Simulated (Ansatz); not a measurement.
SnS:
```
SnS
1.0
    3.77011     0.00000     0.00000
   -1.88506     3.26501     0.00000
    0.00000     0.00000     3.75472
Sn S
1 1
Direct
  0.00000   0.00000   0.00000
  0.66667   0.33333   0.50000
```

Relaxed with PBEsol. Special points in fractions of this cell's reciprocal vectors: Γ (0.000, 0.000, 0.000); M (0.500, 0.000, 0.000); K (0.333, 0.333, 0.000); A (0.000, 0.000, 0.500); L (0.500, 0.000, 0.500); H (0.333, 0.333, 0.500).

**Question.** List the band energies nearest the Fermi level at these points for DFT-PBEsol in the program Ansatz with PAW potentials.

**Answer.** In eV from the Fermi level; about four levels below and three above (degenerate sets whole), none deeper than 8.9 eV; points with the same levels are listed once.

```json
[
 {"k": "Γ", "below": "-5.09 -3.44 -1.97 -1.97", "above": "3.64 3.64 4.18"},
 {"k": "M", "below": "-8.04 -3.20 -2.10 -1.70", "above": "1.65 3.02 4.30"},
 {"k": "K", "below": "-7.92 -5.18 -1.89", "above": "0.90 1.33 2.94"},
 {"k": "A", "below": "-1.40 -1.40", "above": "1.21 1.27 4.09 4.09"},
 {"k": "L", "below": "-6.56 -5.24 -4.77 -1.99", "above": "1.85 2.67 2.71"},
 {"k": "H", "below": "-5.24 -4.98 -3.36 -1.37", "above": "4.90 6.19 7.96"}
]
```

Space group P-6m2. A made-up cell: these elements were put on the sites of a structure type; neither database checked (COD, Materials Project) lists it. It is not the phase usual at ambient conditions (space group No. 62). Symmetry was held in the PBEsol relaxation. At this level the phase is dynamically unstable (imaginary phonons). Scalar-relativistic: spin–orbit coupling is off unless named, which matters more the heavier the elements.

Potentials: the later of the program's two PAW sets.
